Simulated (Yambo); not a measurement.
A G0W0@PBEsol run in Yambo for BiBrO (space group P4/nmm, No. 129) (4×4×1 Γ-centred k mesh, 290 bands and a 6 Ry block in the screening, 290 bands in G with the Bruneval-Gonze terminator, plasmon pole fitted at 27.2 eV) gives these matrix elements, in eV, at the band edges (X → Γ):

```tsv
state	E0	<Vxc>	<Σx>	<Σc(E0)>	Z
valence edge	0.000	-15.207	-18.303	2.481	0.793
conduction edge	2.055	-12.571	-9.668	-2.753	0.821
```

Solve the linearised quasiparticle equation for both states, give the gap, and say how exchange and correlation each act on it.

E = E0 + Z(Σx + Σc − Vxc). Valence: 0.000 + 0.793 × (-18.303 + (2.481) − (-15.207)) = -0.49 eV. Conduction: 2.055 + 0.821 × (-9.668 + (-2.753) − (-12.571)) = 2.18 eV. The gap is 2.67 eV, against 2.06 eV in PBEsol. Replacing Vxc by bare exchange alone would open it by 6.00 eV; correlation takes back 5.23 eV of that, and Z scales what is left. Nearest settings tried, and what they do to the gap: 148 bands in W: -5 meV; 3 Ry block (77 vectors against 221): -168 meV. Not varied: bands in G, mesh. So the settings aren't converged at that level. The k mesh is coarse. The mesh misses a band edge: along a dense path the PBEsol gap is 1.80 eV against 2.06 eV on the mesh. 

The standard potential for Bi keeps a d shell in the valence without the s and p states of that shell. In tests on such compounds this moved G0W0 gaps by up to about 0.9 eV, so absolute quasiparticle energies here are unreliable; differences between settings are what counts.

Spin-orbit coupling is included.

Geometry of the Materials Project entry, not relaxed at this level; primitive cell a = 3.928 Å, b = 3.928 Å, c = 8.394 Å, α = 90.00°, β = 90.00°, γ = 90.00°.
